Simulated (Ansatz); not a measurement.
Be3N2 in space group P6_3/mmc (No. 194; Be on 4f, Be on 2b, N on 2a, N on 2c) at seven volumes, plane-wave PAW PBEsol (Ansatz code), shape and atoms relaxed at each. One row is withheld.

| V (Å³/atom) | P (GPa) |
|---|---|
| 6.160 | 24.20 |
| 6.363 | 14.98 |
| 6.566 | 6.96 |
| 6.769 | -0.02 |
| 6.972 | -6.10 |
| 7.175 | ? |
| 7.378 | -16.02 |

### Question
Fit the shown pressures and predict the withheld one.

### Answer
Third-order Birch–Murnaghan: P = (3/2)B₀(x^(7/2) − x^(5/2))[1 + (3/4)(B′ − 4)(x − 1)] with x = (V₀/V)^(2/3). Least squares on the six rows gives V₀ = 6.768 Å³/atom, B₀ = 217.1 GPa, B′ = 3.60. At V = 7.175, x = 0.9618 and P = -11.41 GPa. The run itself gave -11.40 GPa.

The first step of the workflow began from a Materials Project structure, measured or hypothetical; the Crystallography Open Database copy checked does not list it. COD files the formula under space group No. 206. Whether it is the stable phase at ambient conditions was not checked. The cell was relaxed with PBEsol under the symmetry of its start; its stability against distortions is not shown here.

Potentials: the later of the program's two PAW sets.
